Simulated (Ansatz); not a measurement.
HfO₂ (P2_1/c), relaxed and computed with several functionals in Ansatz (plane waves, PAW).

```csv
functional,a (Å),c (Å),V (Å³/atom),gap (eV)
r²SCAN,5.114,5.295,11.53,4.59
HSE06,5.127,5.301,11.56,5.72
PBEsol,5.096,5.271,11.42,3.97
LDA,…,…,…,…
```

Q: What belongs in the gaps?

A: 
- LDA, a (Å): 5.047
- LDA, c (Å): 5.216
- LDA, V (Å³/atom): 11.12
- LDA, gap (eV): 3.94

All cells were relaxed under the symmetry of their starts (and spin orders); stability against distortions was not tested throughout. Rows with no word on spin ran without spin polarisation. Scalar-relativistic: spin–orbit coupling is off unless named, which matters more the heavier the elements.

Potentials: the later of the program's two PAW sets.

Ansatz (a program for electronic structure) is a plane-wave DFT program.
